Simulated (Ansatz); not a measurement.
A relaxation computed with Ansatz, from input to last step.

```yaml
crystal:
  lattice:
    - [2.9462916848, 0.0, 0.0]
    - [-1.4731458424, 2.551563446, 0.0]
    - [0.0, 0.0, 13.1929710139]
  atoms:
    - { symbol: Ti, position: [0.3333333333, 0.6666666667, 0.0851751981] }
    - { symbol: Ti, position: [0.6666666667, 0.3333333333, 0.5851751981] }
    - { symbol: Ti, position: [0.6666666667, 0.3333333333, 0.9148248019] }
    - { symbol: Ti, position: [0.3333333333, 0.6666666667, 0.4148248019] }
    - { symbol: Al, position: [0.3333333333, 0.6666666667, 0.75] }
    - { symbol: Al, position: [0.6666666667, 0.3333333333, 0.25] }
    - { symbol: C, position: [0.0, 0.0, 0.0] }
    - { symbol: C, position: [0.0, 0.0, 0.5] }
basis:
  ecutwfc: 420
kpoints:
  mp_grid: { grid: [12, 12, 4] }
hamiltonian:
  xc: pbesol
scf:
  occupations: { method: gaussian, width: 0.1 }
output:
  forces: true
  stress: true
  eigenvalues: true
relax:
  adjacent_minimum: "off"
  f_tol: 0.01
  max_steps: 30
  cell: { stress_tol: 0.1, fix: [volume] }
```

```bash
ansatz run input.yaml --threads 2 --pin off --max-ram 5120MiB --backend cpu --events-out ev --progress --plain --runs-dir out
```

All numbers below come from DFT PBEsol, scalar-relativistic, plane waves, PAW in Ansatz 0.2.0.

The volume is held at 0.91 times that of the relaxed cell.

Of 5 frames 4 are shown, positions in Å and forces in eV/Å; the SCF threshold varies from step to step. Steps run on the plane waves of an earlier cell, with a Pulay correction in the pressure. The basis is chosen afresh for the last frame, the zero of the energies, and at times for earlier ones too; energy and pressure step there, also at an unchanged geometry.

```xyz
8
Lattice="2.9463 0.0000 0.0000 -1.4731 2.5516 0.0000 0.0000 0.0000 13.1930" Properties=species:S:1:pos:R:3:forces:R:3 pbc="T T T" step=1 free_energy_over_end_meV_per_atom=1.08 pressure_GPa=17.54
Ti    0.0000    1.7010    1.1237    0.0000    0.0000    0.3484
Ti    1.4731    0.8505    7.7202    0.0000    0.0000    0.3484
Ti    1.4731    0.8505   12.0693    0.0000    0.0000   -0.3484
Ti    0.0000    1.7010    5.4728    0.0000    0.0000   -0.3484
Al    0.0000    1.7010    9.8947    0.0000    0.0000    0.0000
Al    1.4731    0.8505    3.2982    0.0000    0.0000    0.0000
C     0.0000    0.0000    0.0000    0.0000    0.0000    0.0000
C     0.0000    0.0000    6.5965    0.0000    0.0000    0.0000
8
Lattice="2.9453 0.0000 0.0000 -1.4727 2.5507 0.0000 0.0000 0.0000 13.2016" Properties=species:S:1:pos:R:3:forces:R:3 pbc="T T T" step=2 free_energy_over_end_meV_per_atom=0.02 pressure_GPa=16.67
Ti    0.0000    1.7005    1.1369    0.0000    0.0000   -0.0059
Ti    1.4727    0.8502    7.7377    0.0000    0.0000   -0.0059
Ti    1.4727    0.8502   12.0647    0.0000    0.0000    0.0059
Ti    0.0000    1.7005    5.4639    0.0000    0.0000    0.0059
Al    0.0000    1.7005    9.9012    0.0000    0.0000    0.0000
Al    1.4727    0.8502    3.3004    0.0000    0.0000    0.0000
C     0.0000    0.0000    0.0000    0.0000    0.0000    0.0000
C     0.0000    0.0000    6.6008    0.0000    0.0000    0.0000
8
Lattice="2.9481 0.0000 0.0000 -1.4741 2.5531 0.0000 0.0000 0.0000 13.1766" Properties=species:S:1:pos:R:3:forces:R:3 pbc="T T T" step=3 free_energy_over_end_meV_per_atom=0.01 pressure_GPa=16.67
Ti    0.0000    1.7021    1.1352    0.0000    0.0000   -0.0020
Ti    1.4741    0.8510    7.7235    0.0000    0.0000   -0.0020
Ti    1.4741    0.8510   12.0415    0.0000    0.0000    0.0020
Ti    0.0000    1.7021    5.4532    0.0000    0.0000    0.0020
Al    0.0000    1.7021    9.8825    0.0000    0.0000    0.0000
Al    1.4741    0.8510    3.2942    0.0000    0.0000    0.0000
C     0.0000    0.0000    0.0000    0.0000    0.0000    0.0000
C     0.0000    0.0000    6.5883    0.0000    0.0000    0.0000
8
Lattice="2.9471 0.0000 0.0000 -1.4735 2.5522 0.0000 0.0000 0.0000 13.1861" Properties=species:S:1:pos:R:3:forces:R:3 pbc="T T T" step=5 free_energy_over_end_meV_per_atom=0.00 pressure_GPa=16.67
Ti    0.0000    1.7015    1.1357    0.0000    0.0000   -0.0001
Ti    1.4735    0.8507    7.7287    0.0000    0.0000   -0.0001
Ti    1.4735    0.8507   12.0504    0.0000    0.0000    0.0001
Ti    0.0000    1.7015    5.4573    0.0000    0.0000    0.0001
Al    0.0000    1.7015    9.8895    0.0000    0.0000    0.0000
Al    1.4735    0.8507    3.2965    0.0000    0.0000    0.0000
C     0.0000    0.0000    0.0000    0.0000    0.0000    0.0000
C     0.0000    0.0000    6.5930    0.0000    0.0000    0.0000
```

The run took 35 s on 2 threads of Arm Neoverse V2, on a shared host, peak memory 0.49 GiB.